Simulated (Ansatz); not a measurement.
## Magnetic orders of TeW

Level of theory: DFT PBEsol, scalar-relativistic, plane waves, PAW in Ansatz.

```xyz
2
Lattice="0.0000 3.0242 3.0242 3.0242 0.0000 3.0242 3.0242 3.0242 0.0000" Properties=species:S:1:pos:R:3 pbc="T T T"
W     0.0000    0.0000    0.0000
Te    1.5121    1.5121    1.5121
```

| Item | Value |
| --- | --- |
| plane-wave cutoff | 420 eV |
| Γ-centred k-mesh | 12×12×12 |
| occupation rule | Gaussian smearing, 0.1 eV |
| list of starting moments (μB, in atom order) | 1 0 |
| check for lower electronic states after the SCF | off |

All runs keep this geometry, which stands near equilibrium for the lowest state (largest force there 0.000 eV/Å, pressure 0.0 GPa) and needn't be a stable compound; relaxing each order can shift differences of a few meV. A propagation vector, in units of the reciprocal vectors, doubles the cell, which takes an equally dense mesh. The large starts are 2.5 0 μB. The small starts are 0.5 0 μB. Spin–orbit coupling is left out, which for heavy magnetic ions can matter as much as these differences. Site moments are spin moments in atom-centred spheres that scale with the neighbour distance. The states are those that the runs reached from these starts; a lower one can exist.

Starts tried: no spin; ferromagnetic; large parallel starting moments; antiferromagnetic, doubled cell, propagation vector (0, 0, 1/2); antiferromagnetic, doubled cell, propagation vector (0, 1/2, 1/2); small parallel starting moments. Which state comes out lowest, and what are the moments?

The lowest state is ferromagnetic, reached from the start “ferromagnetic” and the start “large parallel starting moments” and the start “small parallel starting moments”, with site moments (μB) W +0.90.

| start | ends | energy above lowest (meV/atom) | site moments (μB) | gap on mesh (eV) | P (GPa) |
| --- | --- | --- | --- | --- | --- |
| no spin | non-magnetic | 38.7 | none over 0.05 | metal | -1.1 |
| ferromagnetic | ferromagnetic | 0.00 | W +0.90 | metal | 0.0 |
| large parallel starting moments | ferromagnetic | 0.00 | W +0.90 | metal | 0.0 |
| antiferromagnetic, doubled cell, propagation vector (0, 0, 1/2) | antiferromagnetic | 19.6 | W +0.84, W -0.84 | metal | 0.1 |
| antiferromagnetic, doubled cell, propagation vector (0, 1/2, 1/2) | antiferromagnetic | 17.7 | W +0.77, W -0.77 | metal | -0.1 |
| small parallel starting moments | ferromagnetic | 0.00 | W +0.90 | metal | 0.0 |